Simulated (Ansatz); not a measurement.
Al$_{12}$Si:
```
Al12Si
1.0
    0.00000     4.93780     4.93780
    4.93780     0.00000     4.93780
    4.93780     4.93780     0.00000
Si Al
1 12
Cartesian
  0.00000   0.00000   0.00000
  4.93780   3.69809   7.29889
  3.69809   7.29889   4.93780
  7.29889   4.93780   3.69809
  4.93780   3.69809   2.57672
  3.69809   2.57672   4.93780
  2.57672   4.93780   3.69809
  4.93780   6.17752   7.29889
  6.17752   7.29889   4.93780
  7.29889   4.93780   6.17752
  4.93780   6.17752   2.57672
  6.17752   2.57672   4.93780
  2.57672   4.93780   6.17752
```

Relaxed with PBE+D3(BJ) (plane waves, PAW; program Ansatz). Indices refer to the conventional cell of Fm-3, a = b = c = 9.876 Å, α = β = γ = 90.00°.

Simulate the powder diffraction pattern (Co Kα, λ = 1.79026 Å; lines above 1 %) up to 2θ = 90°.

Simulated powder pattern, Co Kα, λ = 1.79026 Å (kinematic, ideal powder, no thermal factors, no anomalous dispersion; the 30 strongest lines at most, above 1 %, up to 2θ = 90°):

```csv
2θ (°),d (Å),I/Imax (%),hkl
18.06,5.702,1.9,(111)
20.89,4.938,4.6,(200)
29.71,3.492,26,(220)
34.99,2.978,11,(311)
36.60,2.851,1.5,(222)
42.52,2.469,13,(400)
46.54,2.266,2.6,(331)
47.83,2.208,100,(402)+(420)
52.72,2.016,30,(422)
61.69,1.746,3.2,(440)
64.86,1.669,5.0,(531)+(513)
65.89,1.646,1.1,(442)+(600)
69.96,1.561,3.9,(620)+(602)
77.80,1.425,14,(444)
80.68,1.383,1.9,(711)+(551)
81.63,1.370,20,(640)+(604)
85.42,1.320,15,(624)+(642)
88.25,1.286,4.5,(713)+(553)
```

The start of the workflow was typed in or built on a structure type; neither database checked (COD, Materials Project) lists it. Its standing as an ambient phase is unchecked. The PBE+D3(BJ) relaxation kept the symmetry of its start; its stability against distortions is not shown here. The volume moved by -43 % from the start of the relaxation. Its formation energy is positive at this level, so the cell may be metastable or incomplete.

Potentials: the earlier of the program's two PAW sets.
